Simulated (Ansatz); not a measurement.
A plane-wave DFT run in Ansatz 0.2.0 (scalar-relativistic PAW potentials unless the input names others): input and command.

```yaml
crystal:
  lattice:
    - [0.0, 4.4215891215, 4.4215891215]
    - [4.4215891215, 0.0, 4.4215891215]
    - [4.4215891215, 4.4215891215, 0.0]
  atoms:
    - { symbol: K, position: [0.3754633197, 0.873610041, 0.3754633197] }
    - { symbol: K, position: [0.3754633197, 0.3754633197, 0.873610041] }
    - { symbol: K, position: [0.3754633197, 0.3754633197, 0.3754633197] }
    - { symbol: K, position: [0.873610041, 0.3754633197, 0.3754633197] }
    - { symbol: Re, position: [0.0, 0.0, 0.0] }
    - { symbol: Rh, position: [0.75, 0.75, 0.75] }
basis:
  ecutwfc: 420
kpoints:
  mp_grid: { grid: [8, 8, 8] }
hamiltonian:
  xc: pbe
scf:
  max_iter: 50
output:
  forces: true
  eigenvalues: true
  stress: true
```

```bash
ansatz run input.yaml --threads 1 --pin off --max-ram 2560MiB --backend cpu --events-out ev --progress --plain --runs-dir out
```

Question: What is wrong with this input?

Answer: The program refuses it, because of no occupation method (scf.occupations: {"method": "gaussian", "width": 0.1} → not typed). With the sound run's settings it is accepted.

Abridged log:
```
Error: YAML parse error: `scf.occupations.method` is required: fixed only where the cell keeps a band gap throughout the run, explicit beside scf.occupations.values (under evaluate: without them), else a smearing such as fermi_dirac (scf.occupations.width is optional; its entry in the input reference gives the default)
```